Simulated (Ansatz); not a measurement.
Relaxation of a generated cell, Cd built in the AFLOW prototype A_hR2_166_c (A7, as in As); 2 atoms in the cell, which starts as R-3m, hexagonal axes (No. 166), hR2; a = 3.776 Å, b = 3.776 Å, c = 10.503 Å, α = 90.00°, β = 90.00°, γ = 120.00°. Level of theory: r2SCAN (plane waves to 500 eV, PAW, scalar-relativistic; Ansatz, a program for electronic structure). Γ-centred k-mesh 10×10×10 on the run's cell (coarser than for final values), Fermi–Dirac smearing 0.05 eV. This is the first round of the run. 

The optimiser's lines from the output (shortened; P is positive under compression):

```
relax step   1: F+E_penalty+E_count = -16535.21421548 eV  Δ(F+E_penalty+E_count) = +0.000e0 eV  max|allowed force component| = 2.791e0 eV/Å  Δτ_max = 0.0000 Å  P = +17.199 GPa  Ω = 43.224 Å³  (7 SCF iters, dr2 threshold 1.00e-7 eV, accepted)
relax step   2: F+E_penalty+E_count = -16535.98945120 eV  Δ(F+E_penalty+E_count) = -7.752e-1 eV  max|allowed force component| = 5.045e-1 eV/Å  Δτ_max = 0.1664 Å  P = +2.576 GPa  Ω = 48.234 Å³  (8 SCF iters, dr2 threshold 2.00e-7 eV, accepted)
relax step   3: F+E_penalty+E_count = -16536.04622029 eV  Δ(F+E_penalty+E_count) = -5.677e-2 eV  max|allowed force component| = 1.397e-1 eV/Å  Δτ_max = 0.0494 Å  P = +1.098 GPa  Ω = 49.226 Å³  (7 SCF iters, dr2 threshold 2.00e-7 eV, accepted)
relax step   4: F+E_penalty+E_count = -16536.07960404 eV  Δ(F+E_penalty+E_count) = -3.338e-2 eV  max|allowed force component| = 1.995e-2 eV/Å  Δτ_max = 0.0175 Å  P = +0.456 GPa  Ω = 49.430 Å³  (10 SCF iters, dr2 threshold 2.00e-7 eV, accepted)
relax step   5: F+E_penalty+E_count = -16536.10212363 eV  Δ(F+E_penalty+E_count) = -2.252e-2 eV  max|allowed force component| = 2.146e-1 eV/Å  Δτ_max = 0.0301 Å  P = -0.546 GPa  Ω = 49.924 Å³  (9 SCF iters, dr2 threshold 2.00e-7 eV, accepted)
relax step   6: F+E_penalty+E_count = -16536.15043758 eV  Δ(F+E_penalty+E_count) = -4.831e-2 eV  max|allowed force component| = 1.060e-1 eV/Å  Δτ_max = 0.0166 Å  P = -0.365 GPa  Ω = 48.174 Å³  (10 SCF iters, dr2 threshold 2.00e-7 eV, accepted)
relax step   7: F+E_penalty+E_count = -16536.19484256 eV  Δ(F+E_penalty+E_count) = -4.440e-2 eV  max|allowed force component| = 1.675e-1 eV/Å  Δτ_max = 0.0060 Å  P = -1.273 GPa  Ω = 47.963 Å³  (10 SCF iters, dr2 threshold 2.00e-7 eV, accepted)
relax step   8: F+E_penalty+E_count = -16536.23939449 eV  Δ(F+E_penalty+E_count) = -4.455e-2 eV  max|allowed force component| = 1.850e-1 eV/Å  Δτ_max = 0.0021 Å  P = -2.034 GPa  Ω = 47.236 Å³  (10 SCF iters, dr2 threshold 2.00e-7 eV, accepted)
relax step   9: F+E_penalty+E_count = -16536.26780897 eV  Δ(F+E_penalty+E_count) = -2.841e-2 eV  max|allowed force component| = 5.221e-2 eV/Å  Δτ_max = 0.0151 Å  P = +0.845 GPa  Ω = 43.067 Å³  (7 SCF iters, dr2 threshold 2.00e-7 eV, accepted)
relax step  10: F+E_penalty+E_count = -16536.27169074 eV  Δ(F+E_penalty+E_count) = -3.882e-3 eV  max|allowed force component| = 2.674e-3 eV/Å  Δτ_max = 0.0041 Å  P = -0.114 GPa  Ω = 44.153 Å³  (7 SCF iters, dr2 threshold 2.00e-7 eV, accepted)
relax step  11: F+E_penalty+E_count = -16536.27180534 eV  Δ(F+E_penalty+E_count) = -1.146e-4 eV  max|allowed force component| = 1.020e-4 eV/Å  Δτ_max = 0.0002 Å  P = +0.051 GPa  Ω = 44.233 Å³  (10 SCF iters, dr2 threshold 2.00e-7 eV, accepted)
relax step  12: F+E_penalty+E_count = -16536.27190847 eV  Δ(F+E_penalty+E_count) = -1.031e-4 eV  max|allowed force component| = 4.080e-6 eV/Å  Δτ_max = 0.0000 Å  P = -0.003 GPa  Ω = 44.177 Å³  (4 SCF iters, dr2 threshold 1.24e-7 eV, accepted)
relax step  13: F+E_penalty+E_count = -16536.27190085 eV  Δ(F+E_penalty+E_count) = +7.617e-6 eV  max|allowed force component| = 6.768e-4 eV/Å  Δτ_max = 0.0001 Å  P = -0.002 GPa  Ω = 44.200 Å³  (4 SCF iters, dr2 threshold 6.28e-9 eV, accepted)
relax step  14: F+E_penalty+E_count = -16536.29286902 eV  Δ(F+E_penalty+E_count) = -2.097e-2 eV  max|allowed force component| = 6.710e-4 eV/Å  Δτ_max = 0.0000 Å  P = +0.657 GPa  Ω = 44.200 Å³  stress off target by 1.98e0 GPa  SCF on the basis re-selected at this cell (its energy is not comparable with the rows above)  (8 SCF iters)
relax step  15: F+E_penalty+E_count = -16536.30236917 eV  Δ(F+E_penalty+E_count) = -9.500e-3 eV  max|allowed force component| = 2.555e-3 eV/Å  Δτ_max = 0.0003 Å  P = +0.641 GPa  Ω = 43.728 Å³  (9 SCF iters, dr2 threshold 2.00e-7 eV, accepted)
relax step  16: F+E_penalty+E_count = -16536.30925085 eV  Δ(F+E_penalty+E_count) = -6.882e-3 eV  max|allowed force component| = 1.076e-1 eV/Å  Δτ_max = 0.0091 Å  P = +0.268 GPa  Ω = 43.416 Å³  (7 SCF iters, dr2 threshold 2.00e-7 eV, accepted)
relax step  17: F+E_penalty+E_count = -16536.24728763 eV  Δ(F+E_penalty+E_count) = +6.196e-2 eV  max|allowed force component| = 7.049e-1 eV/Å  Δτ_max = 0.0755 Å  P = +0.721 GPa  Ω = 43.715 Å³  (10 SCF iters, dr2 threshold 2.00e-7 eV, rejected (line search))
relax step  18: F+E_penalty+E_count = -16536.30997716 eV  Δ(F+E_penalty+E_count) = -7.263e-4 eV  max|allowed force component| = 3.060e-2 eV/Å  Δτ_max = 0.0116 Å  P = -0.236 GPa  Ω = 43.769 Å³  (14 SCF iters, accepted)
relax step  19: F+E_penalty+E_count = -16536.31042603 eV  Δ(F+E_penalty+E_count) = -4.489e-4 eV  max|allowed force component| = 3.867e-4 eV/Å  Δτ_max = 0.0027 Å  P = -0.007 GPa  Ω = 43.581 Å³  (5 SCF iters, dr2 threshold 2.00e-7 eV, accepted)
relax step  20: F+E_penalty+E_count = -16536.31061792 eV  Δ(F+E_penalty+E_count) = -1.919e-4 eV  max|allowed force component| = 4.496e-5 eV/Å  Δτ_max = 0.0000 Å  P = +0.080 GPa  Ω = 43.542 Å³  (5 SCF iters, dr2 threshold 3.52e-8 eV, accepted)
relax step  21: F+E_penalty+E_count = -16536.31060688 eV  Δ(F+E_penalty+E_count) = +1.104e-5 eV  max|allowed force component| = 7.811e-5 eV/Å  Δτ_max = 0.0000 Å  P = +0.002 GPa  Ω = 43.657 Å³  (6 SCF iters, dr2 threshold 3.06e-8 eV, accepted)
relax step  22: F+E_penalty+E_count = -16536.31061581 eV  Δ(F+E_penalty+E_count) = -8.929e-6 eV  max|allowed force component| = 9.241e-7 eV/Å  Δτ_max = 0.0000 Å  P = -0.002 GPa  Ω = 43.650 Å³  (5 SCF iters, dr2 threshold 1.61e-9 eV, accepted)
relax step  23: F+E_penalty+E_count = -16536.31088625 eV  Δ(F+E_penalty+E_count) = -2.704e-4 eV  max|allowed force component| = 8.960e-7 eV/Å  Δτ_max = 0.0000 Å  P = +0.008 GPa  Ω = 43.650 Å³  stress off target by 6.17e-2 GPa  SCF on the basis re-selected at this cell (its energy is not comparable with the rows above)  (7 SCF iters)
relax step  24: F+E_penalty+E_count = -16536.31092030 eV  Δ(F+E_penalty+E_count) = -3.405e-5 eV  max|allowed force component| = 3.596e-5 eV/Å  Δτ_max = 0.0000 Å  P = -0.005 GPa  Ω = 43.629 Å³  (5 SCF iters, dr2 threshold 9.51e-9 eV, accepted)
relax step  25: F+E_penalty+E_count = -16536.31091621 eV  Δ(F+E_penalty+E_count) = +4.097e-6 eV  max|allowed force component| = 3.591e-5 eV/Å  Δτ_max = 0.0000 Å  P = -0.005 GPa  Ω = 43.629 Å³  stress off target by 1.25e-2 GPa  SCF on the basis re-selected at this cell (its energy is not comparable with the rows above)  (5 SCF iters)
```

From the first to the last row the energy changes by -0.55 eV/atom and the volume by +0.9 %. The last row is marked as not comparable with the walk above it, whose basis was carried along; it does compare with step 1, since both stand on a basis selected at the nominal cutoff for their own cell.

Energy and pressure jump between steps 13 and 14 at one geometry, where the plane-wave basis was selected anew. While the cell walks, the set of plane waves is carried along, so its effective cutoff drifts with the strain; re-selecting it at 500 eV moved the energy by -0.010 eV/atom and the pressure by 0.7 GPa. Only step 1 and rows on a re-selected basis compare with each other.

Step 17 was rejected by the optimiser.

Later rounds, restarted from the end of this one on a renewed k-mesh, logged 7 more steps and released under 0.01 eV/atom more. The final structure after all rounds: R-3m, hexagonal axes (No. 166), hR1; a = b = 3.255 Å, c = 7.162 Å, α = β = 90.00°, γ = 120.00°. Between re-selections the logged energies stand on a plane-wave basis carried along with the cell. No spin polarisation in the result.

The run could not lose the symmetry of its start, so the end can be a saddle point.

The relaxed structure here is a generated cell of Cd: the first start was made by placing the elements on the sites of a structure type, and the end was not matched to a known phase here, so it may be hypothetical. Known forms of Cd include space group No. 194.
